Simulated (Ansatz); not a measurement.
The relaxed structure here is a generated cell of Al2O3: the first start was made by a random draw of sites in a space group, and the end was not matched to a known phase here, so it may be hypothetical. Known forms of Al2O3 include space group No. 167.

One starting cell of Al2O3 (a randomly generated symmetric cell of Al2O3 (space group No. 229)) was relaxed twice with Ansatz (plane waves, PAW, scalar-relativistic): with r2SCAN at 500 eV and with PBE at 420 eV. The r2SCAN result:

```
CELL_PARAMETERS angstrom
     -2.95984     2.95984     2.95984
      2.95984    -2.95984     2.95984
      2.95984     2.95984    -2.95984
ATOMIC_POSITIONS crystal
  Al 0.50000 0.50000 0.50000
  Al 0.00000 0.00000 0.50000
  Al 0.00000 0.50000 0.00000
  Al 0.50000 0.00000 0.00000
  O  0.50000 0.25000 0.75000
  O  0.50000 0.75000 0.25000
  O  0.75000 0.50000 0.25000
  O  0.25000 0.50000 0.75000
  O  0.25000 0.75000 0.50000
  O  0.75000 0.25000 0.50000
```

| quantity | r2SCAN | PBE |
|---|---|---|
| space group | Im-3m | Im-3m |
| volume (Å³/atom) | 10.37 | (withheld) |
| a (Å) | 5.920 | (withheld) |
| gap (eV, no spin-orbit coupling) | 0.00 | (withheld) |

Task: Fill in the PBE column.

Result: 
- volume (Å³/atom), PBE: 10.76
- a (Å), PBE: 5.992
- gap (eV, no spin-orbit coupling), PBE: 0.00

Both levels end in the same structure; PBE's volume is 3.7 % larger. Neither column is exact.

No spin polarisation in the result.

The run could not lose the symmetry of its start, so the end can be a saddle point.

All atoms sit on sites fixed by symmetry, so only the cell could relax.

Ansatz is an electronic-structure program.
